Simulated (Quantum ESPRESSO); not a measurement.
## Al2ZnSiN4 (convergence and cost over cutoff and k mesh)

A calculation, not a measurement. The program is pw.x of Quantum ESPRESSO 7.5 (plane-wave density functional theory). The cell is made up: 8 atoms on a wurtzite lattice, with randomly drawn elements, strain and displacements, not relaxed. PseudoDojo standard norm-conserving files (v0.5 for PBE, v0.4.1 for LDA and PBEsol) set the functional; there is no spin polarisation, spin-orbit coupling or dispersion term, and the masses in the input are unused placeholders.

Input of the run in row 4:

```
&control calculation='scf', pseudo_dir='./dojo.nc.sr.pbe.v0_5.standard.upf', outdir='./o', disk_io='medium', tprnfor=.true., tstress=.true. /
&system ibrav=0, nat=8, ntyp=4, nbnd=31, ecutwfc=84.00895049, nosym=.true., tot_charge=0,
 occupations='smearing', smearing='fd', degauss=0.0018374661
/
&electrons conv_thr=7.350e-09, electron_maxstep=60, /
ATOMIC_SPECIES
Al 1.0 Al.upf
N 1.0 N.upf
Si 1.0 Si.upf
Zn 1.0 Zn.upf
CELL_PARAMETERS angstrom
2.9753 -0.0245 0.0057
-0.0424 5.3043 0.0379
0.0093 0.0357 4.9648
ATOMIC_POSITIONS angstrom
Al -0.0145 0.0453 0.0368
Al 1.4683 2.6321 0.0339
Zn 1.4928 0.9484 2.4495
Si -0.0496 3.52 2.5453
N 0.0151 -0.032 1.8663
N 1.4812 2.6355 1.8523
N 1.5101 0.9758 4.3167
N -0.0279 3.5842 4.3769
K_POINTS automatic
6 4 4 1 1 1
```

The same cell was run at these settings. Meshes are shifted by half a step, and differences are from the last row, which is itself not exact.

| cutoff (eV) | k mesh | k points solved | threshold (eV) | free energy less the last row's (eV) | pressure (GPa) | largest stress difference (GPa) | largest force difference (eV/Å) | iterations | wall time (s) | k-point pools | processor |
| --- | --- | --- | --- | --- | --- | --- | --- | --- | --- | --- | --- |
| 800 | 2 x 2 x 2 | 4 | 1e-04 | 0.677 | -9.92 | 35.43 | 0.279 | 8 | 10 | 1 | AMD EPYC, Zen 5 class |
| 1143 | 2 x 2 x 2 | 4 | 1e-07 | -0.880 | 18.53 | 7.11 | 0.286 | 12 | 26 | 1 | AMD EPYC, Zen 5 class |
| 653 | 6 x 4 x 4 | 48 | 1e-07 | 13.637 | -137.74 | 157.43 | 0.184 | 12 | 75 | 1 | AMD EPYC, Zen 5 class |
| 1143 | 6 x 4 x 4 | 48 | 1e-07 | 0.000 | 19.22 | 0.03 | 0.003 | 11 | 149 | 1 | AMD EPYC, Zen 5 class |
| 1437 | 8 x 6 x 6 | 144 | 1e-07 | 0.000 | 19.20 | 0.00 | 0.000 | 11 | 926 | 1 | AMD EPYC, Zen 5 class |

Each pool is one process. Wall times include start-up and a band step at six k points, which weighs most on the coarsest meshes. The runs were on shared virtual cores whose load varied, so times are rough.